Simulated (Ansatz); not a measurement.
IrC:
```
CELL_PARAMETERS angstrom
      3.03145     0.00000     0.00000
     -1.51572     2.62531     0.00000
      0.00000     0.00000     2.65815
ATOMIC_POSITIONS crystal
  Ir 0.00000 0.00000 0.00000
  C  0.33333 0.66667 0.50000
```

Relaxed with r²SCAN.

Question: Map the electron localisation function on the plane through (0.000, 0.000, 0.000) spanned by u = [0, 0, 1] and v = [1, -1, 0] in lattice vectors, from r²SCAN (plane waves, PAW; program Ansatz).

Answer: x is the fraction of u, y of v (the angle between them is 90°; rows are the nearest grid lines); atoms in the plane: Ir at (0.00, 0.00), C at (0.50, 0.33).
```
|45777643334677754|
|56777533333577765|
|77765322322356777|
|77653222222235677|
|44322111111122344|
|33322111011122333|
|22221100000112222|
|22211000000011222|
|22111000000011122|
|22211000000011222|
|22222111111122222|
|22223344444332222|
|12346888888864321|
|12368987778986321|
|12468863236886421|
|12478740004787421|
|12478841014887421|
|12469985458996421|
|22358999999985322|
|33346899999864333|
|77654334443345677|
|77765433333456777|
|56777533333577765|
|45777643334677754|
```
Scale: ten equal steps from 0.014 (start of '0') to 0.790 (end of '9'), in the order '0123456789'; x runs from 0.000 to 1.00, y from 0.000 (bottom) to 1.00 (top).

The density is the valence pseudo-density with augmentation charge, so density and ELF within about 1 Å of a nucleus are not all-electron values.

Space group P-6m2. The start of the workflow was typed in or built on a structure type; neither database checked (COD, Materials Project) lists it. Its standing as an ambient phase is unchecked. The r²SCAN relaxation kept the symmetry of its start; whether a distortion lowers the energy is not shown. No spin polarisation was allowed. Its formation energy is positive at this level, so the cell may be metastable or incomplete. Spin–orbit coupling is left out wherever it is not named.

Potentials: the earlier of the program's two PAW sets.
